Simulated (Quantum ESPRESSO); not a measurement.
TaNbZrO6F2, input and log of a self-consistent run

Simulated, not a measurement. The program is pw.x of Quantum ESPRESSO 7.5 (plane-wave density functional theory). The cell is made up: 11 atoms on a rutile lattice with one site empty, with randomly drawn elements, strain and displacements, not relaxed. PseudoDojo standard norm-conserving files (v0.5 for PBE, v0.4.1 for LDA and PBEsol) set the functional; there is no spin polarisation, spin-orbit coupling or dispersion term, and the masses in the input are unused placeholders.

Input:

```
&control calculation='scf', pseudo_dir='./dojo.nc.sr.pbe.v0_5.standard.upf', outdir='./o', disk_io='low', tprnfor=.true., tstress=.true. /
&system ibrav=0, nat=11, ntyp=5, nbnd=50, ecutwfc=107.82251126, nosym=.true., tot_charge=0,
 occupations='smearing', smearing='fd', degauss=0.0018374661
/
&electrons conv_thr=7.350e-09, electron_maxstep=60, /
ATOMIC_SPECIES
F 1.0 F.upf
Nb 1.0 Nb.upf
O 1.0 O.upf
Ta 1.0 Ta.upf
Zr 1.0 Zr.upf
CELL_PARAMETERS angstrom
4.9936 0.0 0.0
0.0 4.9936 0.0
0.0 0.0 6.6496
ATOMIC_POSITIONS angstrom
Ta 0.0668 0.0114 0.0181
Nb 2.4305 2.476 1.6057
Zr -0.1587 -0.0808 3.3204
O 1.5891 1.595 -0.0213
O 3.449 3.5747 0.051
O 4.1678 0.8358 1.7441
F 0.9592 4.0307 1.6869
O 1.4801 1.5112 3.3653
O 3.5617 3.5022 3.2778
O 4.0169 0.9688 5.0315
F 0.9706 4.1201 5.0038
K_POINTS automatic
7 7 6 1 1 1
```

The log is shortened where brackets say so; the opening notice, blank lines, dates and the lines on written files are dropped, and the path of the files is cut. It prints rydbergs, bohrs and kilobars, and counts compression as positive stress. With no partly filled state, the Fermi energy that it prints is only some level between the filled and the empty states on the mesh, and need not lie in the true gap.

```
     Program PWSCF v.7.5
     Parallel version (MPI & OpenMP), running on       4 processor cores
     Number of MPI processes:                 4
     Threads/MPI process:                     1
     [start-up lines left out]
     bravais-lattice index     =            0
     lattice parameter (alat)  =       9.4365  a.u.
     unit-cell volume          =    1118.9730 (a.u.)^3
     number of atoms/cell      =           11
     number of atomic types    =            5
     number of electrons       =        88.00
     number of Kohn-Sham states=           50
     kinetic-energy cutoff     =     107.8225  Ry
     charge density cutoff     =     431.2900  Ry
     scf convergence threshold =      7.3E-09
     mixing beta               =       0.7000
     number of iterations used =            8  plain     mixing
     Exchange-correlation= PBE
                           (   1   4   3   4   0   0   0)
     [axes and pseudopotential details left out]
   Cartesian axes
     site n.     atom                  positions (alat units)
         1        Ta     tau(   1) = (   0.0133771   0.0022829   0.0036246  )
         2        Nb     tau(   2) = (   0.4867230   0.4958347   0.3215516  )
         3        Zr     tau(   3) = (  -0.0317807  -0.0161807   0.6649311  )
         4        O      tau(   4) = (   0.3182273   0.3194088  -0.0042655  )
         5        O      tau(   5) = (   0.6906841   0.7158563   0.0102131  )
         6        O      tau(   6) = (   0.8346283   0.1673742   0.3492671  )
         7        F      tau(   7) = (   0.1920859   0.8071732   0.3378124  )
         8        O      tau(   8) = (   0.2963994   0.3026274   0.6739226  )
         9        O      tau(   9) = (   0.7132530   0.7013377   0.6564002  )
        10        O      tau(  10) = (   0.8044096   0.1940083   1.0075897  )
        11        F      tau(  11) = (   0.1943688   0.8250761   1.0020426  )
     number of k points=   147  Fermi-Dirac smearing, width (Ry)=  0.0018
     Number of k-points >= 100: set verbosity='high' to print them.
     Dense  grid:   169143 G-vectors     FFT dimensions: (  64,  64,  90)
     Estimated max dynamical RAM per process >     870.31 MB
     Estimated total dynamical RAM >       3.28 GB
     Initial potential from superposition of free atoms
     starting charge      87.9944, renormalised to      88.0000
     Starting wfcs are   62 randomized atomic wfcs
     total cpu time spent up to now is       22.7 secs
     per-process dynamical memory:   756.4 Mb
     Self-consistent Calculation
     iteration #  1     ecut=   107.82 Ry     beta= 0.70
     Davidson diagonalization with overlap
     ethr =  1.00E-02,  avg # of iterations =  2.0
     total cpu time spent up to now is       71.9 secs
     total energy              =    -649.72700280 Ry
     estimated scf accuracy    <       6.88022542 Ry
     iteration #  2     ecut=   107.82 Ry     beta= 0.70
     Davidson diagonalization with overlap
     ethr =  7.82E-03,  avg # of iterations =  6.0
     total cpu time spent up to now is      160.3 secs
     total energy              =    -644.04201255 Ry
     estimated scf accuracy    <      82.00263915 Ry
     iteration #  3     ecut=   107.82 Ry     beta= 0.70
     Davidson diagonalization with overlap
     ethr =  7.82E-03,  avg # of iterations =  6.0
     total cpu time spent up to now is      239.1 secs
     total energy              =    -653.47490552 Ry
     estimated scf accuracy    <       3.32364313 Ry
     iteration #  4     ecut=   107.82 Ry     beta= 0.70
     Davidson diagonalization with overlap
     ethr =  3.78E-03,  avg # of iterations =  2.0
     total cpu time spent up to now is      290.2 secs
     total energy              =    -653.69345913 Ry
     estimated scf accuracy    <       0.92205017 Ry
     iteration #  5     ecut=   107.82 Ry     beta= 0.70
     Davidson diagonalization with overlap
     ethr =  1.05E-03,  avg # of iterations =  2.0
     total cpu time spent up to now is      340.1 secs
     total energy              =    -653.62703619 Ry
     estimated scf accuracy    <       0.50674551 Ry
     [iterations 6 to 14 left out]
     iteration # 15     ecut=   107.82 Ry     beta= 0.70
     Davidson diagonalization with overlap
     ethr =  8.28E-09,  avg # of iterations =  2.0
     total cpu time spent up to now is      913.9 secs
     total energy              =    -653.65607570 Ry
     estimated scf accuracy    <       0.00000087 Ry
     iteration # 16     ecut=   107.82 Ry     beta= 0.70
     Davidson diagonalization with overlap
     ethr =  9.91E-10,  avg # of iterations =  4.2
     total cpu time spent up to now is      976.6 secs
     total energy              =    -653.65607595 Ry
     estimated scf accuracy    <       0.00000030 Ry
     iteration # 17     ecut=   107.82 Ry     beta= 0.70
     Davidson diagonalization with overlap
     ethr =  3.40E-10,  avg # of iterations =  2.6
     total cpu time spent up to now is     1028.3 secs
     total energy              =    -653.65607600 Ry
     estimated scf accuracy    <       0.00000003 Ry
     iteration # 18     ecut=   107.82 Ry     beta= 0.70
     Davidson diagonalization with overlap
     ethr =  3.02E-11,  avg # of iterations =  4.9
     total cpu time spent up to now is     1090.1 secs
     total energy              =    -653.65607601 Ry
     estimated scf accuracy    <          7.5E-09 Ry
     iteration # 19     ecut=   107.82 Ry     beta= 0.70
     Davidson diagonalization with overlap
     ethr =  8.57E-12,  avg # of iterations =  3.0
     total cpu time spent up to now is     1145.0 secs
     End of self-consistent calculation
     Number of k-points >= 100: set verbosity='high' to print the bands.
     the Fermi energy is     6.4771 ev
!    total energy              =    -653.65607601 Ry
     estimated scf accuracy    <          2.3E-09 Ry
     smearing contrib. (-TS)   =      -0.00000000 Ry
     internal energy E=F+TS    =    -653.65607601 Ry
     The total energy is F=E-TS. E is the sum of the following terms:
     one-electron contribution =    -268.06039808 Ry
     hartree contribution      =     170.74339367 Ry
     xc contribution           =    -146.67068584 Ry
     ewald contribution        =    -409.66838576 Ry
     convergence has been achieved in  19 iterations
     Forces acting on atoms (cartesian axes, Ry/au):
     atom    1 type  4   force =    -0.18633977    0.11624051   -0.21077338
     atom    2 type  2   force =     0.04495956   -0.09544265    0.06214733
     atom    3 type  5   force =    -0.01100894    0.07729955    0.19204613
     atom    4 type  3   force =    -0.03687795   -0.04025157    0.14163967
     atom    5 type  3   force =     0.07159589    0.03647675    0.11148499
     atom    6 type  3   force =    -0.03708736    0.05874093   -0.15311403
     atom    7 type  1   force =     0.04341529   -0.03449837   -0.03098962
     atom    8 type  3   force =     0.04962530    0.04402798   -0.18377404
     atom    9 type  3   force =    -0.05220694   -0.05329955   -0.11263377
     atom   10 type  3   force =     0.12152461   -0.11382653    0.11790864
     atom   11 type  1   force =    -0.00759969    0.00453294    0.06605808
     Total force =     0.572153     Total SCF correction =     0.000090
     Computing stress (Cartesian axis) and pressure
          total   stress  (Ry/bohr**3)                   (kbar)     P=     -180.71
  -0.00104467  -0.00058859   0.00011823         -153.68      -86.58       17.39
  -0.00058859  -0.00089922   0.00005798          -86.58     -132.28        8.53
   0.00011823   0.00005798  -0.00174139           17.39        8.53     -256.17
     init_run     :     21.38s CPU     22.25s WALL (       1 calls)
     electrons    :   1107.65s CPU   1122.30s WALL (       1 calls)
     forces       :      8.43s CPU      8.45s WALL (       1 calls)
     stress       :     28.41s CPU     29.33s WALL (       1 calls)
     [timing details left out]
     PWSCF        :  19m26.59s CPU  19m43.22s WALL
     JOB DONE.
```

In other units: free energy -8893.444 eV for the cell, pressure -18.07 GPa, largest force component 5.419 eV/Å. This run is the check on a run of the same cell at a cutoff of 1143 eV and k mesh 5 x 5 x 4: rerunning at a cutoff of 1467 eV and k mesh 7 x 7 x 6 moved values by no more than 0.004 eV in energy, 0.03 GPa in stress and 0.002 eV/Å in force.